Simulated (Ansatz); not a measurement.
## CsCdCl3 as a strained film

These are results of DFT LDA, scalar-relativistic, plane waves, PAW in Ansatz 0.2.0, not measurements. Run with 420 eV cutoff, 6×6×6 k-mesh, Gaussian smearing of 0.02 eV, no spin polarisation.

The relaxed crystal:

```
Cs Cd Cl
1.0
     5.11217    0.00000    0.00000
     0.00000    5.11217    0.00000
     0.00000    0.00000    5.11217
Cs Cd Cl
1 1 3
Direct
  0.00000 0.00000 0.00000
  0.50000 0.50000 0.50000
  0.00000 0.50000 0.50000
  0.50000 0.00000 0.50000
  0.50000 0.50000 0.00000
```

The a-b plane is strained alike in both directions, as on a substrate, while c and the atoms relax within the symmetry that the strain leaves. Stress is positive in compression; energies are free energies at the smearing used, per atom.

| strain (%) | c (Å) | σ in plane (GPa) | ΔE (meV/atom) |
| --- | --- | --- | --- |
| -6.0 | 5.3434 | 7.77 | 67.34 |
| -4.0 | 5.2610 | 4.51 | 27.47 |
| -2.0 | 5.1843 | 1.98 | 6.37 |
| +0.0 | 5.1122 | 0.03 | 0.00 |
| +2.0 | 5.0508 | -1.51 | 5.22 |
| +4.0 | 4.9932 | -2.70 | 19.58 |
| +6.0 | 4.9426 | -3.62 | 41.20 |

Q: Get the biaxial modulus twice, from the stresses and from the energies of the innermost pair.

A: From stress: M = −Δσ/Δε = (1.98 − (-1.51)) / 0.040 = 87 GPa. Two in-plane directions each store σε/2, so the energy density is Mε²: M = (mean ΔE)/(V ε²) = 5.79 meV / (26.721 Å³ × 0.020²) × 0.16022 GPa Å³/meV = 87 GPa. The two agree.

Q: How well does Mε², with M from the stresses, predict the outermost points?

A: 52.5 meV predicted against 67.3 computed at -6.0 %; 52.5 meV predicted against 41.2 computed at +6.0 %. Compression costs more than stretching, the usual sign of bonds that stiffen as they shorten.

Q: How does c respond, and up to what thickness can a film with 1 % or 2 % misfit stay coherent on a thick substrate?

A: c answers with ε_c = −0.65 ε. In an isotropic solid that ratio is 2ν/(1 − ν), so ν = r/(2 + r) = 0.25. A film of thickness h stores Mε²h per area, 8.7 mJ/m² per nm at 1 %. The Matthews–Blakeslee balance for pure edge misfit dislocations, h = b/(8πf(1 + ν)) × (ln(h/b) + 1), with b taken as the in-plane vector a = 5.11 Å, solved by iteration, gives 5.5 nm at f = 1 % and 1.9 nm at 2 %. This is an isotropic estimate in which the moduli cancel; the real Burgers vector, glide system, anisotropy and slow kinetics can shift it by a factor of a few, mostly upward.

Symmetry holds off the tilts and polar distortions that many cubic perovskites undergo.

Cost: 7 runs of about 3.6 core-minutes in all, on Arm Neoverse V1 (shared hosts).